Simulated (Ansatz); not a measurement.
Input:

Relaxed CsSnI$_{3}$ (cubic perovskite):

```yaml
crystal:
  lattice:
    - [6.22445, 0.00000, 0.00000]
    - [0.00000, 6.22445, 0.00000]
    - [0.00000, 0.00000, 6.22445]
  atoms:
    - { symbol: Cs, position: [0.00000, 0.00000, 0.00000] }
    - { symbol: Sn, position: [0.50000, 0.50000, 0.50000] }
    - { symbol: I, position: [0.00000, 0.50000, 0.50000] }
    - { symbol: I, position: [0.50000, 0.50000, 0.00000] }
    - { symbol: I, position: [0.50000, 0.00000, 0.50000] }
```

In this cell atom 1 (Cs, nearest neighbour I at 4.401 Å; its periodic images, 6.2 Å or more away, move with it) is moved by s along Cartesian x, unit vector (1.000, 0.000, 0.000); all other atoms and the cell stay fixed.

The numbers are results of r2SCAN (plane waves to 500 eV, PAW, scalar-relativistic; Ansatz, a program for electronic structure), not measurements. k mesh 5×5×5 (Γ-centred), Fermi-Dirac smearing 0.05 eV. Energies are smeared free energies. On this mesh the relaxed cell isn't quite at rest: it carries a pressure of -0.1 GPa (compression positive) at the zero of the scan. CsSnI3 was relaxed with its symmetry unable to fall. Spin-orbit coupling is left out, though I is heavy. This is a high-temperature form of CsSnI3. The zero of ΔE is the undisplaced structure.

The scan covers s from -0.440 to 0.440 Å in 11 points.

Question: Is the energy the same for equal positive and negative displacements?

Answer: Even: the same for both signs. With its periodic images moving along, the atom's site symmetry in this cell is m-3m.

Question: What is the energy change at s = 0.440 Å?

Answer: 15.4 meV/cell.

Question: What force acts on the atom along the line at s = -0.440 Å?

Answer: 0.086 eV/Å.

Question: What is the force constant k = d²E/ds² of this move at s = 0?

Answer: 0.12 eV/Å².

(A displaced cell: forces are minus the slopes of the energy, force constants its curvatures, and phonons follow from these.)
